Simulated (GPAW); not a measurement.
**NbSi: changing the choice of potentials or basis**

The structure is cubic, space group Fm-3m (No. 225). Conventional cell: a = 5.148 Å, b = 5.148 Å, c = 5.148 Å, α = 90.00°, β = 90.00°, γ = 90.00°. Nb (site symmetry m-3m) has 6 Si at 2.57 Å as nearest neighbours. Si (site symmetry m-3m) is surrounded by 6 Nb at 2.57 Å.

The cell comes from a database or a generator and needn't be the stable form of this composition.

Kept alike: task equation of state; functional PBE; k mesh 9 × 9 × 9; occupations fermi-dirac, width 0.05 eV; no spin polarisation. Program: GPAW, cutoff 600 eV. The mesh is that of the run's cell of 2 atoms. No spin-orbit coupling.

| choice of potentials or basis | volume (Å³/atom) | bulk modulus (GPa) |
| --- | --- | --- |
| GPAW PAW data sets (gpaw-data 1.2.1) | 17.049 | 151.2 |
| GPAW PAW data sets (gpaw-data 1.2.1), other valence | 17.287 | 154.0 |
| PAW data sets generated for this functional | 17.049 | 151.2 |

Runs of this series that gave no sound value for these columns are left out. Volume and modulus come from cells scaled at fixed shape and fractions.

Task: What does the choice of potentials or basis change here?

Result: The volume runs from 17.049 (GPAW PAW data sets (gpaw-data 1.2.1); PAW data sets generated for this functional) to 17.287 Å³/atom (GPAW PAW data sets (gpaw-data 1.2.1), other valence). The bulk modulus runs from 151.2 (GPAW PAW data sets (gpaw-data 1.2.1); PAW data sets generated for this functional) to 154.0 GPa (GPAW PAW data sets (gpaw-data 1.2.1), other valence).
